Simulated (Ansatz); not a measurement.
BaTiO3:
```
BaTiO3
1.0
    3.97290     0.00000     0.00000
    0.00000     3.97290     0.00000
    0.00000     0.00000     4.11206
Ba Ti O
1 1 3
Direct
  0.50000   0.50000   0.58499
  0.00000   0.00000   0.10305
  0.00000   0.50000   0.06294
  0.50000   0.00000   0.06294
  0.00000   0.00000   0.54607
```

Relaxed with r²SCAN.

Task: Give the Bader charges and basin volumes of the independent atoms, the program Ansatz at the r²SCAN level (PAW).

Result: 

```json
[
 {"atom": "Ba1", "Bader charge (e)": "+1.58", "Bader volume (Å³)": "20.5"},
 {"atom": "Ti2", "Bader charge (e)": "+2.29", "Bader volume (Å³)": "7.1"},
 {"atom": "O3", "Bader charge (e)": "-1.30", "Bader volume (Å³)": "12.5"},
 {"atom": "O5", "Bader charge (e)": "-1.26", "Bader volume (Å³)": "12.4"}
]
```

Space group P4mm. The cell was relaxed with r²SCAN under the symmetry of its start. At this level the phase is dynamically unstable (imaginary phonons). The run is not spin-polarised. Spin–orbit coupling is left out wherever it is not named.

Potentials: the earlier of the program's two PAW sets. The files were generated under PBE; for other functionals the program regenerates the frozen cores, and for LDA and PBEsol the local potential too.
